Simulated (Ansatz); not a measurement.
This HfF5 structure is the end of a relaxation. The cell was found from a structure generator's guess, not taken from experiment.

The calculation used DFT PBE, scalar-relativistic, plane waves, PAW in Ansatz 0.2.0. Cutoff 420 eV, Γ-centred mesh, Gaussian smearing, no spin polarisation.

```cif
data_structure
_symmetry_space_group_name_H-M 'P 1'
_symmetry_Int_Tables_number 1
_cell_length_a 3.9707
_cell_length_b 4.1564
_cell_length_c 7.3041
_cell_angle_alpha 90.000
_cell_angle_beta 90.000
_cell_angle_gamma 90.000
_cell_volume 120.55
loop_
_atom_site_label
_atom_site_type_symbol
_atom_site_fract_x
_atom_site_fract_y
_atom_site_fract_z
_atom_site_occupancy
Hf1 Hf 0.50000 0.00000 0.50000 1
F1 F 0.50000 0.00000 0.22315 1
F2 F 0.50000 0.00000 0.77685 1
F3 F 0.50000 0.50000 0.50000 1
F4 F 0.00000 0.00000 0.35575 1
F5 F 0.00000 0.00000 0.64425 1
```

Formation energies are uncorrected and refer to the elements' standard structures at the same level (F₂ as a molecule).

**Question.** Find its symmetry and describe it.

**Answer.** Pmmm (No. 47). Conventional cell: a = 3.971 Å, b = 4.156 Å, c = 7.304 Å. Hf has 4 F at 2.02–2.08 Å and 4 F at 2.25 Å; around F on a site of symmetry mm2 lie 1 Hf at 2.02 Å and 2 F at 2.21 Å; F on a site of symmetry mmm has 2 Hf at 2.08 Å; F on a second site of symmetry mm2 is surrounded by 3 F at 2.11–2.21 Å and 2 Hf at 2.25 Å.

**Question.** How far does it lie from the elements in energy?

**Answer.** −2.75 eV/atom.

**Question.** Is it a metal?

**Answer.** Yes, bands cross the Fermi level on the 10×10×6 mesh.

The last run used a 10×10×6 mesh (in the run's order of axes) for its 6-atom cell and Gaussian smearing of 0.10 eV. Weakly bound directions are ill-defined at this level, which has no dispersion term. Spin–orbit coupling, which can matter for Hf, is left out. An odd number of electrons in the primitive cell allows no gap without spin; a larger cell or a magnetic state could open one. The cell is a metal run without spin; a magnetic state may lie lower. Symmetry constrained the relaxation, so the result can be a saddle point. Another cell of HfF5 relaxed alike, in Cmmm, lies 111 meV/atom lower, so this cell isn't the stable form at this level.
